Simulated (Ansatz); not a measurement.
The relaxed structure here is a generated cell of Ag: the first start was made by a random draw of sites in a space group, and the end was not matched to a known phase here, so it may be hypothetical. Known forms of Ag include space group No. 225.

The end point of a relaxation of Ag. Space group Pm-3m (No. 221), AFLOW prototype A_cP1_221_a (A_h). The numbers are results of PBEsol (plane waves to 420 eV, PAW, scalar-relativistic; Ansatz, a quantum-chemistry and plane-wave program), not measurements.

```cif
data_Ag
_chemical_formula_sum 'Ag1'
_space_group_name_H-M_alt 'Pm-3m'
_space_group_IT_number 221
_space_group_name_Hall '-P 4 2 3'
_cell_length_a 2.68489
_cell_length_b 2.68489
_cell_length_c 2.68489
_cell_angle_alpha 90.000
_cell_angle_beta 90.000
_cell_angle_gamma 90.000
loop_
_atom_site_label
_atom_site_type_symbol
_atom_site_symmetry_multiplicity
_atom_site_Wyckoff_symbol
_atom_site_fract_x
_atom_site_fract_y
_atom_site_fract_z
_atom_site_occupancy
Ag1 Ag 1 b 0.50000 0.50000 0.50000 1
```

| Item | Value |
|---|---|
| Volume per atom | 19.35 Å³ |
| Band gap | no gap (metallic) |
| Shortest distances | Ag–Ag 2.68 Å |
| k-mesh | 17×17×17 |

No spin polarisation in the result.

The run could not lose the symmetry of its start: the end is stationary, and may be a saddle point rather than a minimum.
